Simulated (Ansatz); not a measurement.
What does Ansatz print for the nuclei with this input?

The cell is an entry of the Crystallography Open Database (COD), ions relaxed with PBE at fixed cell.

```yaml
crystal:
  lattice:
    - [7.6374, 0.0, 0.0]
    - [-3.8187, 6.6141824189, 0.0]
    - [0.0, 0.0, 2.922]
  atoms:
    - { symbol: Si, position: [0.174456315, 0.7683567482, 0.25] }
    - { symbol: Si, position: [0.4060995668, 0.174456315, 0.75] }
    - { symbol: Si, position: [0.2316432518, 0.4060995668, 0.25] }
    - { symbol: Si, position: [0.825543685, 0.2316432518, 0.75] }
    - { symbol: Si, position: [0.5939004332, 0.825543685, 0.25] }
    - { symbol: Si, position: [0.7683567482, 0.5939004332, 0.75] }
    - { symbol: "N", position: [0.3333333333, 0.6666666667, 0.25] }
    - { symbol: "N", position: [0.6666666667, 0.3333333333, 0.75] }
    - { symbol: "N", position: [0.3298872021, 0.0303525842, 0.25] }
    - { symbol: "N", position: [0.2995346179, 0.3298872021, 0.75] }
    - { symbol: "N", position: [0.9696474158, 0.2995346179, 0.25] }
    - { symbol: "N", position: [0.6701127979, 0.9696474158, 0.75] }
    - { symbol: "N", position: [0.7004653821, 0.6701127979, 0.25] }
    - { symbol: "N", position: [0.0303525842, 0.7004653821, 0.75] }
kpoints:
  mp_grid: { grid: [4, 4, 9] }
scf:
  occupations: { method: fermi_dirac, width: 0.02 }
hamiltonian:
  xc: pbe
  pseudopotentials: { kind: paw, frozen_core: stored }
output:
  forces: true
  stress: true
  populations: true
  efg:
    quadrupole_moments_barn: { "N": 0.02044 }
    contact_densities: true
  write_density: true
  write_potential: true
  elf: true
  volumetric_format: npy
```

```sh
ansatz run input.yaml --threads 1 --pin off --max-ram 2560MiB --backend cpu --events-out ev --progress --plain --runs-dir out
```

Of the output, the block on the nuclei alone is shown; the set-up, the SCF iterations, energies, forces and stress are cut. One atom of each set with nearly equal values is shown.

```
--- PAW observables at the nuclei: V_zz in 10²¹ V/m², potentials from the cell's mean, atoms counted from 1 ---
  atom   1  Si V_zz =    +0.884269   η = 0.3183   by run symmetry: allowed
            electrostatic potential = -1359.622923 V   contact ρ = 12804.241672 e/Å³
  atom   7  N  V_zz =    -5.217334   η = 0.0000   by run symmetry: allowed   C_q = -2.5786 MHz
            electrostatic potential = -516.210585 V   contact ρ = 1411.825436 e/Å³
  atom   9  N  V_zz =    -5.284624   η = 0.0707   by run symmetry: allowed   C_q = -2.6119 MHz
            electrostatic potential = -515.817054 V   contact ρ = 1411.762455 e/Å³
```

Hardware: 1 thread of Intel Xeon Platinum 8488C (Sapphire Rapids) (x86_64; 64 cores open to the job, memory cap 2.5 GiB, no GPU), a shared host with a load of 0.6 a core. Wall time 14 s, CPU time 14 s, peak memory 0.53 GiB.

The database positions were far from equilibrium, so the relaxed structure may not be the compound's real one.
